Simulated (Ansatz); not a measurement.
SrMg (Pm-3m), trigonal deformation path

The calculation used DFT r2SCAN, scalar-relativistic, plane waves, PAW in Ansatz. The runs took a 500 eV cutoff, a Γ-centred 14×14×14 mesh and Gaussian smearing (0.15 eV). No spin polarisation. Energies are free energies at this smearing, counted from the undisturbed cell; pressure is positive in compression.

The starting cell (as given, not relaxed at this level; it stands at 6.7 GPa, and it needn't be the usual structure):

```
CELL_PARAMETERS angstrom
3.90000 0.00000 0.00000
0.00000 3.90000 0.00000
0.00000 0.00000 3.90000
ATOMIC_POSITIONS crystal
Sr 0.50000 0.50000 0.50000
Mg 0.00000 0.00000 0.00000
```

At fixed volume and fractional coordinates, lengths along (0.577, 0.577, 0.577) are scaled against those across it; ρ is that ratio over its starting value. The cell is metallic on the mesh throughout. At ρ = 2.000 the cell becomes cubic (Fm-3m), and there the slope of the energy vanishes by symmetry.

```
    ρ  ΔE (meV/atom) pressure (GPa)
0.500         3251.0            23.3
0.710              ?               ?
1.000            0.0             6.7
1.410          338.8             9.2
2.000          557.3            12.0
```

Problem. Give the withheld values.

Solution. ΔE (meV/atom) at ρ = 0.710: 602.7; pressure (GPa) at ρ = 0.710: 8.9.